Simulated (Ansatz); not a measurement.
# Relaxing Au

The calculation used DFT r2SCAN, scalar-relativistic, plane waves, PAW (Ansatz). Run with 500 eV cutoff, 16×16×16 k-mesh, Gaussian smearing of 0.10 eV, no spin polarisation.

What was changed: uniaxial strain along a, with b, c and atoms relaxed: -6.0 %.

Spin–orbit coupling is left out, which can shift energies with elements as heavy as these.

Command:

```bash
ansatz run input.yaml --threads 1 --pin off --max-ram 2560MiB --backend cpu --events-out ev --progress --plain --runs-dir out
```

Input:

```yaml
crystal:
  lattice:
    - [3.078853406, 0.0, 0.0]
    - [0.0, 3.3245066033, 0.0]
    - [0.0, 0.0, 3.3245066033]
  atoms:
    - { symbol: Au, position: [0.0, 0.0, 0.0] }
    - { symbol: Au, position: [0.5, 0.5, 0.5] }
basis:
  ecutwfc: 500
kpoints:
  mp_grid: { grid: [16, 16, 16] }
hamiltonian:
  xc: r2scan
scf:
  occupations: { method: gaussian, width: 0.1 }
output:
  forces: true
  stress: true
  eigenvalues: true
relax:
  adjacent_minimum: "off"
  f_tol: 0.008
  max_steps: 40
  cell: { stress_tol: 0.015, fix: [a, angles] }
```

F is the free energy. Steps run on the plane waves of an earlier cell, but the last one, and at times one on the way, on a freshly chosen basis, so a repeated geometry can differ a little in energy. The held parts of the cell keep their stress, so P needn't end at zero.

At step 2 the energy rises: a step can overshoot before the optimiser corrects it.

Steps:

| step | F − F(1) (eV) | largest force component (eV/Å) | V (Å³/atom) | P (GPa) |
| --- | --- | --- | --- | --- |
| 1 | 0.0000 | 0.000 | 17.014 | 5.73 |
| 2 | 0.0087 | 0.000 | 18.426 | -5.95 |
| 3 | -0.0208 | 0.000 | 17.695 | -0.73 |
| 4 | -0.0210 | 0.000 | 17.642 | -0.29 |
| 5 | -0.0210 | 0.000 | 17.637 | -0.24 |
| 6 | -0.0217 | 0.000 | 17.637 | -0.22 |
| 7 | -0.0217 | 0.000 | 17.639 | -0.24 |
| 8 | -0.0217 | 0.000 | 17.639 | -0.24 |

Relaxed structure:

```cif
data_structure
_symmetry_space_group_name_H-M 'P 1'
_symmetry_Int_Tables_number 1
_cell_length_a 3.0789
_cell_length_b 3.3850
_cell_length_c 3.3850
_cell_angle_alpha 90.000
_cell_angle_beta 90.000
_cell_angle_gamma 90.000
_cell_volume 35.28
loop_
_atom_site_label
_atom_site_type_symbol
_atom_site_fract_x
_atom_site_fract_y
_atom_site_fract_z
_atom_site_occupancy
Au1 Au 0.00000 0.00000 0.00000 1
Au2 Au 0.50000 0.50000 0.50000 1
```

Symmetry: I4/mmm, No. 139, tetragonal system. Conventional cell: a = 3.385 Å, b = 3.385 Å, c = 3.079 Å, α = 90.00°, β = 90.00°, γ = 90.00°. Au (site symmetry 4/mmm) has 10 Au at 2.85 to 3.08 Å as nearest neighbours.

The run converged. It took 5.5 min on 1 thread of Arm Neoverse V1, on a shared host, peak memory 0.64 GiB.